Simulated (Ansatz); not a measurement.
ScSi2Ni2 in space group I4/mmm (No. 139; Sc on 2a, Ni on 4d, Si on 4e) at seven volumes, r²SCAN (plane waves, PAW; program Ansatz), shape and atoms relaxed at each. One row is withheld.

```json
[
 {"V (Å³/atom)": "12.474", "P (GPa)": "17.75"},
 {"V (Å³/atom)": "12.885", "P (GPa)": "10.89"},
 {"V (Å³/atom)": "13.296", "P (GPa)": "5.02"},
 {"V (Å³/atom)": "13.708", "P (GPa)": "0.01"},
 {"V (Å³/atom)": "14.119", "P (GPa)": "-4.27"},
 {"V (Å³/atom)": "14.530", "P (GPa)": "?"},
 {"V (Å³/atom)": "14.941", "P (GPa)": "-10.93"}
]
```

Q: Fit the shown pressures and predict the withheld one.

A: Third-order Birch–Murnaghan: P = (3/2)B₀(x^(7/2) − x^(5/2))[1 + (3/4)(B′ − 4)(x − 1)] with x = (V₀/V)^(2/3). Least squares on the six rows gives V₀ = 13.709 Å³/atom, B₀ = 153.2 GPa, B′ = 4.34. At V = 14.530, x = 0.9620 and P = -7.86 GPa. The run itself gave -7.87 GPa.

The workflow started from an entry of the Crystallography Open Database (COD). Whether it is the stable phase at ambient conditions was not checked. The cell was relaxed with r²SCAN under the symmetry of its start; whether a distortion lowers the energy is not shown. The workflow began spin-polarised and lost its moments.

Potentials: the later of the program's two PAW sets.
